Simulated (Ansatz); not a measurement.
# SnPb3S4 (Fmm2) at 3 levels of theory

One geometry, relaxed with PBE; plane waves with PAW potentials in Ansatz, scalar-relativistic. No spin polarisation. Gaps are the least over mesh and band path; pressure is positive in compression.

```
CELL_PARAMETERS angstrom
0.00000 5.97357 4.24423
4.24177 0.00000 4.24423
4.24177 5.97357 0.00000
ATOMIC_POSITIONS crystal
Sn 0.48380 0.48380 0.51620
Pb 0.74528 0.74528 0.75472
Pb 0.24528 0.24528 0.25472
Pb 0.99409 0.99409 0.00591
S 0.49989 0.03193 0.50011
S 0.25147 0.74752 0.25248
S 0.03193 0.49989 0.96808
S 0.74752 0.25147 0.74853
```

```json
{"level": "PBE", "cutoff (eV)": "420", "k mesh": "8×8×8", "gap (eV)": "0.06", "pressure (GPa)": "0.0"}
```

Question: What comes out on the same cell with r2SCAN, PBEsol?

Answer:
```
 level  cutoff (eV)  k mesh  gap (eV)  pressure (GPa)
r2SCAN          500   8×8×8      0.20            -1.0
PBEsol          420   8×8×8      0.00            -2.8
```

Spin-orbit coupling matters for the bands of heavy elements and is left out.

It was reached by relaxing an invented guess, and it needn't be the stable form of this composition.
